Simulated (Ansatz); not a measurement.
Relaxed-ion elastic tensor of Bi (A7 (α-As type), R-3m) in GPa (Voigt order), LDA in the plane-wave PAW code Ansatz; density 10.36 g/cm³, 33.50 Å³ per atom.

```
77.9  33.6  30.4  -7.2   0.0   0.0
33.6  77.9  30.4   7.2   0.0   0.0
30.4  30.4  47.0   0.0   0.0   0.0
-7.2   7.2   0.0  12.8   0.0   0.0
 0.0   0.0   0.0   0.0  12.8  -7.2
 0.0   0.0   0.0   0.0  -7.2  22.2
```

Problem. Is the crystal mechanically stable?

Solution. Yes: the smallest eigenvalue of C is 8.8 GPa.

Problem. Work out the Voigt, Reuss and Hill averages.

Solution. K_V = 43.5, K_R = 40.5, K_H = 42.0; G_V = 16.8, G_R = 13.2, G_H = 15.0 GPa.

Problem. Give Young's modulus, Poisson's ratio, Pugh's ratio and the universal anisotropy index.

Solution. E = 9KG/(3K + G) = 40.1 GPa; ν = 0.34; K/G = 2.80 (ductile by the Pugh limit of 1.75); A_U = 5G_V/G_R + K_V/K_R − 6 = 1.44.

Problem. Estimate the sound speeds and the Debye temperature.

Solution. v_l = √((K + 4G/3)/ρ) = 2450 m/s, v_t = √(G/ρ) = 1200 m/s, mean 1350 m/s; Θ = (h/k)(3n/4πV)^(1/3) v_m = 125 K.

Problem. Solve the Christoffel equation for the three sound speeds along x, y, z.

Solution. Eigenvalues of C_ijkl n_j n_l equal ρv². In km/s, slowest first: x 0.92, 1.59, 2.74; y 1.08, 1.46, 2.76; z 1.11, 1.11, 2.13.

Problem. How much does each axis shrink under pressure?

Solution. Linear compressibilities β_i = Σ_j S_ij (j = 1 to 3): x 4.9, y 4.9, z 15 per TPa.

The cell was relaxed with LDA under the symmetry of its start. As this level gives no gap, shear constants depend on the k-mesh and smearing (Fermi–Dirac, 0.1 eV here). Spin–orbit coupling is left out wherever it is not named.

Potentials: the later of the program's two PAW sets.
